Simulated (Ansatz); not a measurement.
Molecular dynamics on a 2×2×1 supercell (12 atoms) of SiTe2 (CdI2 type), relaxed with r2SCAN+rVV10. Forces come from r2SCAN in the plane-wave code Ansatz: a Langevin thermostat at fixed volume, 200 K, steps of 1 fs. Computed, non-magnetic; the trajectory is short and the cell small, so nothing here is a converged average. The structure comes from a prototype and may be hypothetical.

```yaml
crystal:
  lattice:
    - [7.5657182328, -1.0e-10, 0.0]
    - [-3.7828591164, 6.5521041875, 0.0]
    - [0.0, 0.0, 6.7589748737]
  atoms:
    - { symbol: Si, position: [0.0, 0.0, 0.0] }
    - { symbol: Te, position: [0.1666666667, 0.3333333333, 0.2384782025] }
    - { symbol: Te, position: [0.3333333333, 0.1666666667, 0.7615217975] }
    - { symbol: Si, position: [0.0, 0.5, 0.0] }
    - { symbol: Te, position: [0.1666666667, 0.8333333333, 0.2384782025] }
    - { symbol: Te, position: [0.3333333333, 0.6666666667, 0.7615217975] }
    - { symbol: Si, position: [0.5, 0.0, 0.0] }
    - { symbol: Te, position: [0.6666666667, 0.3333333333, 0.2384782025] }
    - { symbol: Te, position: [0.8333333333, 0.1666666667, 0.7615217975] }
    - { symbol: Si, position: [0.5, 0.5, 0.0] }
    - { symbol: Te, position: [0.6666666667, 0.8333333333, 0.2384782025] }
    - { symbol: Te, position: [0.8333333333, 0.6666666667, 0.7615217975] }
kpoints:
  mp_grid: { grid: [3, 3, 3] }
hamiltonian:
  xc: r2scan
scf:
  occupations: { method: fermi_dirac, width: 0.02 }
md:
  ensemble: nvt_langevin
  temperature: 200
  timestep: 1.0
  n_steps: 20
  initial_velocities: maxwell_boltzmann
  seed: 2316
```

Run as `ansatz run input.yaml --threads 4 --pin off --max-ram 3686MiB --backend cpu --events-out ev --progress --plain --runs-dir out`. It took 6 min on 4 threads of Arm Neoverse V2, on a shared host; peak host memory 1.9 GiB.

**Question.** How do temperature and energy develop?

**Answer.** The temperature goes from 183 K to 134 K in 20 fs. The thermostat hasn't had time to restore it. By the last step the atoms have moved 0.04 Å in the root mean square, the drift of the whole cell taken out, 0.08 Å at most.
```csv
step,t (fs),T (K),free energy F from step 0 (meV/atom),kinetic energy (meV/atom),largest force (eV/Å)
0,0,183,0.0,23.7,0.01
1,1,187,0.0,24.2,0.03
2,2,183,0.1,23.6,0.07
3,3,173,0.2,22.3,0.10
4,4,168,0.3,21.7,0.13
5,5,162,0.5,21.0,0.17
6,6,174,0.8,22.5,0.20
7,7,177,1.0,22.8,0.23
8,8,162,1.3,21.0,0.26
9,9,159,1.7,20.5,0.28
10,10,152,2.0,19.7,0.31
11,11,151,2.4,19.5,0.34
12,12,153,2.8,19.8,0.37
13,13,159,3.3,20.6,0.41
14,14,170,3.8,21.9,0.45
15,15,174,4.3,22.4,0.49
16,16,169,4.9,21.8,0.53
17,17,149,5.5,19.3,0.57
18,18,148,6.1,19.2,0.61
19,19,139,6.7,18.0,0.65
20,20,134,7.3,17.3,0.69
```

Positions (Å) and forces (eV/Å) at step 20:
```
Si   0.067   0.028  -0.007    -0.516  -0.308  -0.041
Te  -0.026   2.173   1.540     0.304   0.017   0.617
Te   1.871   1.073   5.158     0.147   0.176  -0.191
Si  -1.858   3.275   0.036    -0.221   0.069  -0.458
Te  -1.878   5.464   1.602    -0.040   0.032   0.219
Te   0.005   4.390   5.130    -0.050   0.000   0.146
Si   3.746   0.029   0.021     0.334  -0.153  -0.187
Te   3.789   2.192   1.598    -0.067   0.076   0.220
Te   5.673   1.085   5.181     0.018   0.070  -0.139
Si   1.914   3.327   0.005    -0.164  -0.159  -0.115
Te   1.877   5.448   1.604     0.076   0.125   0.095
Te   3.777   4.351   5.181     0.180   0.054  -0.166
```
